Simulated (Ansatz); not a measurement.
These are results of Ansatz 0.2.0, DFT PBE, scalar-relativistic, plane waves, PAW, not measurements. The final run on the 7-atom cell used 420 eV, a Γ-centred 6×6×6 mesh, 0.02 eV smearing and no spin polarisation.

Energies over the elements count from the elements' standard structures at the same level (Cl₂ as a molecule), with no fitted energy shifts.

**Question.** Give a relaxed trial structure of a tetragonal semiconductor with formula Li₃MgCl₃, with a gap near 1.4 eV, a formation energy near −1.33 eV/atom and about 21 Å³ per atom, in a cell of 7 atoms. Its symmetry should be P4mm (No. 99).

**Answer.** Li₃MgCl₃, space group P4mm (No. 99). Li on a site of symmetry 4mm is surrounded by 5 Cl at 2.47–2.51 Å; around Li on a site of symmetry 2mm lie 3 Cl at 2.44–2.51 Å and 2 Mg at 3.21 Å; Mg has 4 Cl at 2.86 Å and 4 Li at 3.21 Å; Cl on a site of symmetry 4mm has 5 Li at 2.47–2.51 Å; 1 more site not described.

```cif
data_structure
_symmetry_space_group_name_H-M 'P4mm'
_symmetry_Int_Tables_number 99
_cell_length_a 5.0049
_cell_length_b 5.0049
_cell_length_c 5.8307
_cell_angle_alpha 90.000
_cell_angle_beta 90.000
_cell_angle_gamma 90.000
_cell_volume 146.05
loop_
_atom_site_label
_atom_site_type_symbol
_atom_site_symmetry_multiplicity
_atom_site_Wyckoff_symbol
_atom_site_fract_x
_atom_site_fract_y
_atom_site_fract_z
_atom_site_occupancy
Li1 Li 1 b 0.50000 0.50000 0.55020 1
Li2 Li 2 c 0.50000 0.00000 0.16563 1
Mg1 Mg 1 a 0.00000 0.00000 0.82202 1
Cl1 Cl 1 b 0.50000 0.50000 0.12699 1
Cl2 Cl 2 c 0.00000 0.50000 0.58477 1
```

* Volume per atom: 20.86 Å³
* Density: 1.72 g/cm³
* Formation energy: −1.329 eV/atom
* Gap on the 6×6×6 mesh of the 7-atom cell: 1.35 eV

The structure comes from a generated guess, relaxed at this level; another structure or a mixture of phases may lie lower. Other answers may fit too; this one was computed.

Kohn–Sham gaps at this level usually fall short of measured ones. Symmetry constrained the relaxation, so the result can be a saddle point.
